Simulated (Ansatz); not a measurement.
The relaxed structure here is a generated cell of ZrO2: the first start was made by placing the elements on the sites of a structure type, and the end was not matched to a known phase here, so it may be hypothetical. Known forms of ZrO2 include space group No. 14, 137, 225.

One stationary structure of ZrO2. The numbers are results of r2SCAN (plane waves to 500 eV, PAW, scalar-relativistic; Ansatz, a program for electronic structure), not measurements.

```cif
data_O8Zr4
_chemical_formula_sum 'Zr4 O8'
_space_group_name_H-M_alt 'P 1'
_space_group_IT_number 1
_cell_length_a 5.85595
_cell_length_b 3.39840
_cell_length_c 8.29460
_cell_angle_alpha 90.000
_cell_angle_beta 105.895
_cell_angle_gamma 90.000
loop_
_space_group_symop_operation_xyz
  'x, y, z'
loop_
_atom_site_label
_atom_site_type_symbol
_atom_site_fract_x
_atom_site_fract_y
_atom_site_fract_z
_atom_site_occupancy
Zr1 Zr 0.16512 0.00000 0.73651 1
Zr2 Zr 0.83488 0.00000 0.26349 1
Zr3 Zr 0.29359 0.50000 0.13512 1
Zr4 Zr 0.70641 0.50000 0.86488 1
O1 O 0.00000 0.00000 0.50000 1
O2 O 0.50000 0.00000 0.00000 1
O3 O 0.90142 0.50000 0.11690 1
O4 O 0.09858 0.50000 0.88310 1
O5 O 0.37143 0.50000 0.70550 1
O6 O 0.62857 0.50000 0.29450 1
O7 O 0.21400 0.00000 0.23790 1
O8 O 0.78600 0.00000 0.76210 1
```

Task: Find the space group and the Wyckoff positions (tolerance 0.01 Å).

Result: Space group P2/m (No. 10); a = 5.856 Å, b = 3.398 Å, c = 8.295 Å, α = 90.00°, β = 105.90°, γ = 90.00°

```tsv
atom	site	symmetry	x	y	z
Zr	2m	m	0.1651	0.0000	0.7365
Zr	2n	m	0.2936	0.5000	0.1351
O	1c	2/m	0.0000	0.0000	0.5000
O	1d	2/m	0.5000	0.0000	0.0000
O	2n	m	0.0986	0.5000	0.8831
O	2n	m	0.6286	0.5000	0.2945
O	2m	m	0.2140	0.0000	0.2379
```

Task: Give the shortest distances between elements (the closest pairs, up to four, under 3.6 Å).

Result: O–Zr 1.94 Å; O–O 2.45 Å; Zr–Zr 3.40 Å.

```json
{
 "volume_per_atom": "13.23 Å³",
 "density": "5.16 g/cm³",
 "band_gap": "4.10 eV, indirect (valence top at Γ, conduction bottom at k = (0, 0.375, -0.5)) (no spin-orbit coupling)",
 "smallest_direct_gap": "4.18 eV at Γ"
}
```

No spin polarisation in the result.

The run could not lose the symmetry of its start, so the end can be a saddle point.
